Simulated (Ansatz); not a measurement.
Ti (bcc (W type), space group No. 229) under volume change, r²SCAN in the plane-wave PAW code Ansatz, scaled uniformly.

| V (Å³/atom) | E − E(relaxed) (meV/atom) | P (GPa) |
|---|---|---|
| 15.648 | 55.5 | 12.30 |
| 16.164 | 23.6 | 7.66 |
| 16.680 | 5.6 | 3.58 |
| 17.196 | 0.0 | 0.00 |
| 17.712 | … | … |
| 18.228 | 19.7 | -5.86 |
| 18.743 | … | … |

Task: Some entries are withheld; supply them.

Result: 
- 17.712, E − E(relaxed) (meV/atom): 5.1
- 17.712, P (GPa): -3.13
- 18.743, E − E(relaxed) (meV/atom): 42.5
- 18.743, P (GPa): -8.26

Task: What does a third-order Birch–Murnaghan fit give for V₀, B₀ and B′?

Result: V₀ = 17.20 Å³/atom, B₀ = 111 GPa, B′ = 3.4.

Space group Im-3m (bcc (W type)). This is a known high-temperature phase of the composition, computed here at zero pressure and temperature. Symmetry was held in the r²SCAN relaxation. At this level the phase is dynamically unstable (imaginary phonons). The run is not spin-polarised.

Potentials: the earlier of the program's two PAW sets.
